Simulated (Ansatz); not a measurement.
PbS:
Space group Fm-3m (No. 225); a = b = c = 5.934 Å, α = β = γ = 90.00°

```csv
atom,site,symmetry,x,y,z
Pb,4a,m-3m,0.0000,0.0000,0.0000
S,4b,m-3m,0.5000,0.5000,0.5000
```
(The calculation used a cell of 2 atoms; values per cell refer to that cell.)

Relaxed with PBE+D3(BJ).

### Question
Which orbitals make up the states near the band edges in DFT-PBE+D3(BJ) in the program Ansatz with PAW potentials?

### Answer
Top 1 eV of the valence band: S 3p 68 %, Pb 6s 20 %, Pb 6p 10 %. Bottom 1 eV of the conduction band: Pb 6p 68 %, S 3s 15 %, S 3p 10 %. Projections are on Löwdin-orthogonalised atomic valence shells; empty p or d shells of many metals are not among them.

### Question
Tabulate the density of states.

### Answer
States/eV per cell of 2 atoms, in 0.25 eV bins, energy from the valence-band maximum.

| E (eV) | total | S 3p | Pb 6p | Pb 6s |
|---|---|---|---|---|
| -7.85 | 1.43 | 0.23 | 0.02 | 1.06 |
| -7.60 | 1.08 | 0.15 | 0.02 | 0.77 |
| -7.35 | 0.59 | 0.07 | 0.01 | 0.41 |
| -7.10 | 0.25 | 0.04 | 0.00 | 0.16 |
| -6.85 | 0.17 | 0.02 | 0.00 | 0.10 |
| -6.60 | 0.11 | 0.01 | 0.00 | 0.07 |
| -6.35 | 0.06 | 0.00 | 0.00 | 0.04 |
| -6.10 | 0.01 | 0.00 | 0.00 | 0.01 |
| -5.85 | 0.00 | 0.00 | 0.00 | 0.00 |
| -5.60 | 0.00 | 0.00 | 0.00 | 0.00 |
| -5.35 | 0.00 | 0.00 | 0.00 | 0.00 |
| -5.10 | 0.10 | 0.05 | 0.05 | 0.00 |
| -4.85 | 0.34 | 0.18 | 0.15 | 0.01 |
| -4.60 | 0.51 | 0.28 | 0.21 | 0.01 |
| -4.35 | 0.74 | 0.43 | 0.28 | 0.02 |
| -4.10 | 0.83 | 0.50 | 0.30 | 0.02 |
| -3.85 | 1.06 | 0.66 | 0.35 | 0.02 |
| -3.60 | 1.36 | 0.89 | 0.42 | 0.03 |
| -3.35 | 1.82 | 1.25 | 0.51 | 0.03 |
| -3.10 | 1.88 | 1.33 | 0.47 | 0.04 |
| -2.85 | 1.89 | 1.39 | 0.42 | 0.04 |
| -2.60 | 1.98 | 1.51 | 0.38 | 0.05 |
| -2.35 | 2.05 | 1.63 | 0.32 | 0.06 |
| -2.10 | 2.19 | 1.81 | 0.26 | 0.07 |
| -1.85 | 1.58 | 1.31 | 0.15 | 0.08 |
| -1.60 | 0.82 | 0.56 | 0.13 | 0.12 |
| -1.35 | 1.22 | 0.86 | 0.14 | 0.18 |
| -1.10 | 1.81 | 1.33 | 0.16 | 0.28 |
| -0.85 | 1.15 | 0.79 | 0.11 | 0.22 |
| -0.60 | 0.55 | 0.37 | 0.06 | 0.12 |
| -0.35 | 0.11 | 0.07 | 0.01 | 0.03 |
| -0.10 | 0.01 | 0.01 | 0.00 | 0.00 |
| 0.15 | 0.00 | 0.00 | 0.00 | 0.00 |
| 0.40 | 0.00 | 0.00 | 0.00 | 0.00 |
| 0.65 | 0.06 | 0.01 | 0.04 | 0.00 |
| 0.90 | 0.23 | 0.02 | 0.15 | 0.00 |
| 1.15 | 0.38 | 0.04 | 0.26 | 0.01 |
| 1.40 | 0.78 | 0.08 | 0.54 | 0.01 |
| 1.65 | 0.96 | 0.11 | 0.68 | 0.02 |
| 1.90 | 1.06 | 0.12 | 0.77 | 0.02 |
| 2.15 | 1.32 | 0.13 | 1.01 | 0.02 |
| 2.40 | 1.37 | 0.15 | 1.07 | 0.02 |
| 2.65 | 1.45 | 0.18 | 1.13 | 0.02 |
| 2.90 | 1.36 | 0.21 | 1.02 | 0.01 |
| 3.15 | 1.36 | 0.24 | 0.98 | 0.01 |
| 3.40 | 1.43 | 0.27 | 0.99 | 0.01 |
| 3.65 | 1.64 | 0.34 | 1.07 | 0.01 |
| 3.90 | 2.13 | 0.41 | 1.19 | 0.01 |
| 4.15 | 2.95 | 0.66 | 1.68 | 0.01 |
| 4.40 | 2.39 | 0.59 | 1.35 | 0.01 |
| 4.65 | 1.54 | 0.44 | 0.92 | 0.00 |
| 4.90 | 0.86 | 0.27 | 0.51 | 0.00 |
| 5.15 | 0.54 | 0.18 | 0.31 | 0.00 |

Symmetry was held in the PBE+D3(BJ) relaxation. Scalar-relativistic: spin–orbit coupling is off unless named, which matters more the heavier the elements.

Potentials: the later of the program's two PAW sets.
